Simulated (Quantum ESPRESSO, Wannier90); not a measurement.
## Wannierisation of TlBiS$_{2}$ (R-3m)

```
begin unit_cell_cart
ang
   -2.0615249911    3.5706660257    0.0000000000
   -4.1230499822    0.0000000000    0.0000000000
   -2.0615249911    1.1902220086    7.4073270000
end unit_cell_cart
begin atoms_frac
Tl   0.5000000000  0.5000000000  0.5000000000
Bi   0.0000000000  0.0000000000  0.0000000000
S   -0.2631090000 -0.2631090000 -0.2106730000
S    0.2631090000  0.2631090000  0.2106730000
end atoms_frac
```

Materials Project entry mp-554310; symmetrised, unrelaxed at this level. COD (Crystallography Open Database) has an entry of this formula and space group (matched by these alone). Computed values, not measurements, from PBEsol: Quantum ESPRESSO (norm-conserving PseudoDojo potentials, cutoff 53 Ry, spinors with spin-orbit coupling) on a Γ-centred 6×6×6 mesh, then Wannier90. Density: 10×10×10 mesh, Gaussian smearing 0.01 Ry. With spin-orbit coupling a semilocal functional can close or falsely invert a small gap; the band order was not checked against a better method.

A tight-binding model is made by disentanglement and projection with no localisation steps (num_iter = 0), so the 26 orbitals stay atom-like: hydrogen-like Tl: s;p; Bi: p; S: p, axes along x, y, z; frozen window up to 1.50 eV relative to the Fermi level. It follows pw.x to 2.0 meV rms for states up to 1.0 eV relative to the Fermi level. Matrix elements depend on this choice of orbitals and windows.

The 20 largest hoppings ⟨m,0|H|n,R⟩ between different sites (one of each Hermitian pair; signs follow the real orbitals' lobes; the list may end inside a set of equal values):

```json
[
 {"m": "Bi2 py↑", "n": "S3 py↑", "R": "1 0 0", "distance of the centres (Å)": "2.83", "t (eV)": "1.338", "Im t (eV)": "0.000"},
 {"m": "Bi2 py↓", "n": "S3 py↓", "R": "1 0 0", "distance of the centres (Å)": "2.83", "t (eV)": "1.338", "Im t (eV)": "0.000"},
 {"m": "S4 py↑", "n": "Bi2 py↑", "R": "1 0 0", "distance of the centres (Å)": "2.83", "t (eV)": "1.338", "Im t (eV)": "0.000"},
 {"m": "S4 py↓", "n": "Bi2 py↓", "R": "1 0 0", "distance of the centres (Å)": "2.83", "t (eV)": "1.338", "Im t (eV)": "0.000"},
 {"m": "Bi2 pz↑", "n": "S3 py↑", "R": "1 0 0", "distance of the centres (Å)": "2.83", "t (eV)": "-1.197", "Im t (eV)": "0.000"},
 {"m": "Bi2 pz↓", "n": "S3 py↓", "R": "1 0 0", "distance of the centres (Å)": "2.83", "t (eV)": "-1.197", "Im t (eV)": "0.000"},
 {"m": "S4 py↑", "n": "Bi2 pz↑", "R": "1 0 0", "distance of the centres (Å)": "2.83", "t (eV)": "-1.197", "Im t (eV)": "0.000"},
 {"m": "S4 py↓", "n": "Bi2 pz↓", "R": "1 0 0", "distance of the centres (Å)": "2.83", "t (eV)": "-1.197", "Im t (eV)": "0.000"},
 {"m": "Bi2 py↑", "n": "S3 pz↑", "R": "1 0 0", "distance of the centres (Å)": "2.82", "t (eV)": "-1.164", "Im t (eV)": "0.000"},
 {"m": "Bi2 py↓", "n": "S3 pz↓", "R": "1 0 0", "distance of the centres (Å)": "2.82", "t (eV)": "-1.164", "Im t (eV)": "0.000"},
 {"m": "S4 pz↑", "n": "Bi2 py↑", "R": "1 0 0", "distance of the centres (Å)": "2.82", "t (eV)": "-1.164", "Im t (eV)": "0.000"},
 {"m": "S4 pz↓", "n": "Bi2 py↓", "R": "1 0 0", "distance of the centres (Å)": "2.82", "t (eV)": "-1.164", "Im t (eV)": "0.000"},
 {"m": "S3 px↑", "n": "Bi2 pz↑", "R": "0 0 0", "distance of the centres (Å)": "2.83", "t (eV)": "-1.037", "Im t (eV)": "-0.002"},
 {"m": "S3 px↓", "n": "Bi2 pz↓", "R": "0 0 0", "distance of the centres (Å)": "2.83", "t (eV)": "-1.037", "Im t (eV)": "0.002"},
 {"m": "S4 px↑", "n": "Bi2 pz↑", "R": "0 0 0", "distance of the centres (Å)": "2.83", "t (eV)": "-1.037", "Im t (eV)": "-0.002"},
 {"m": "S4 px↓", "n": "Bi2 pz↓", "R": "0 0 0", "distance of the centres (Å)": "2.83", "t (eV)": "-1.037", "Im t (eV)": "0.002"},
 {"m": "Bi2 pz↑", "n": "S3 px↑", "R": "0 1 0", "distance of the centres (Å)": "2.83", "t (eV)": "1.037", "Im t (eV)": "0.002"},
 {"m": "Bi2 pz↓", "n": "S3 px↓", "R": "0 1 0", "distance of the centres (Å)": "2.83", "t (eV)": "1.037", "Im t (eV)": "-0.002"},
 {"m": "S4 px↑", "n": "Bi2 pz↑", "R": "0 1 0", "distance of the centres (Å)": "2.83", "t (eV)": "1.037", "Im t (eV)": "-0.002"},
 {"m": "S4 px↓", "n": "Bi2 pz↓", "R": "0 1 0", "distance of the centres (Å)": "2.83", "t (eV)": "1.037", "Im t (eV)": "0.002"}
]
```
